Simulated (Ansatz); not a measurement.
Ti (hcp, Mg type)

```yaml
crystal:
  lattice:
    - [2.93914, 0.00000, 0.00000]
    - [-1.46957, 2.54537, 0.00000]
    - [0.00000, 0.00000, 4.65010]
  atoms:
    - { symbol: Ti, position: [0.33333, 0.66667, 0.75000] }
    - { symbol: Ti, position: [0.66667, 0.33333, 0.25000] }
```

Scan: atom 2 (Ti, nearest neighbour Ti at 2.878 Å; its periodic images, 2.9 Å or more away, move with it) is displaced along Cartesian [111], direction (0.577, 0.577, 0.577) in Cartesian axes, by s. The other atoms stay.

The numbers are results of PBE (plane waves to 420 eV, PAW, scalar-relativistic; Ansatz, a first-principles code), not measurements. k mesh 15×15×8 (Γ-centred), Fermi-Dirac smearing 0.05 eV. E stands for the smeared free energy. Left out: 1 of 11 points, with atoms too close for the PAW data. With partly filled bands, energies and forces of such displacements shift with the k mesh and the smearing. Ti is run without spin polarisation. Ti was relaxed with its symmetry unable to fall. The zero of ΔE is the undisplaced structure.

Successive frames, forces in eV/Å:

```
frame         ΔE (meV/cell)                  F on Ti1                  F on Ti2
------------  -------------  ------------------------  ------------------------
s = -0.232 Å             57  (-0.165, -0.181, -0.525)     (0.165, 0.181, 0.525)
s = -0.116 Å             14  (-0.095, -0.101, -0.221)     (0.095, 0.101, 0.221)
s = 0.000 Å               0     (0.000, 0.000, 0.000)     (0.000, 0.000, 0.000)
s = 0.116 Å              14     (0.107, 0.101, 0.220)  (-0.107, -0.101, -0.220)
```

### Question
What are the energy and the forces in the next frame, s = 0.232 Å?

### Answer
ΔE (meV/cell) = 58.

| atom | Fx | Fy | Fz |
|---|---|---|---|
| Ti1 | 0.196 | 0.179 | 0.520 |
| Ti2 | -0.196 | -0.179 | -0.520 |

(A displaced cell: forces are minus the slopes of the energy, force constants its curvatures, and phonons follow from these.)
